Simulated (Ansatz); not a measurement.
Relaxed candidate structures of TaAs:

A. P-6m2 (No. 187), hP2, AFLOW prototype AB_hP2_187_d_a (B_h, as in WC); a = b = 3.414 Å, c = 3.484 Å, α = β = 90.00°, γ = 120.00°; Ta 1b (0.000, 0.000, 0.500); As 1e (0.667, 0.333, 0.000)

B. Pnma (No. 62), oP8, AFLOW prototype AB_oP8_62_c_c (B31, as in MnP); a = 6.2719 Å, b = 3.4918 Å, c = 6.5597 Å, α = 90.00°, β = 90.00°, γ = 90.00°; Ta 4c (0.007, 0.250, 0.183); As 4c (0.194, 0.250, 0.573)

C. I4₁/amd, origin choice 1 (No. 141), tI8, AFLOW prototype AB_tI8_141_a_b ("40", as in NbP); a = 3.663 Å, b = 3.663 Å, c = 10.530 Å, α = 90.00°, β = 90.00°, γ = 90.00°; As 4b (0.000, 0.000, 0.500); Ta 4a (0.000, 0.000, 0.000)

D. P6/mmm (No. 191), hP2; a = 2.967 Å, b = 2.967 Å, c = 5.176 Å, α = 90.00°, β = 90.00°, γ = 120.00°; As 1b (0.000, 0.000, 0.500); Ta 1a (0.000, 0.000, 0.000)

Put the candidates in order of energy per atom, lowest first, for PBE (plane waves to 420 eV, PAW, scalar-relativistic; Ansatz, a program for electronic structure).

A (reference, the lowest of the structures calculated here), B (+0.05 eV/atom), C (+0.58 eV/atom), D (+1.11 eV/atom)

1 run with a doubtful electronic state, a coarser numerical grid, an end not at rest or a source that can't be used is left out. Each run could gain symmetry but not lose that of its start, so entries can be saddle points. Known forms of TaAs include space group No. 109. That form is not among the structures calculated here. All of these are generated cells (placed on structure types, drawn at random, substituted or restacked) that were not matched to a known phase here. Static energies at zero pressure. No spin polarisation in the result.
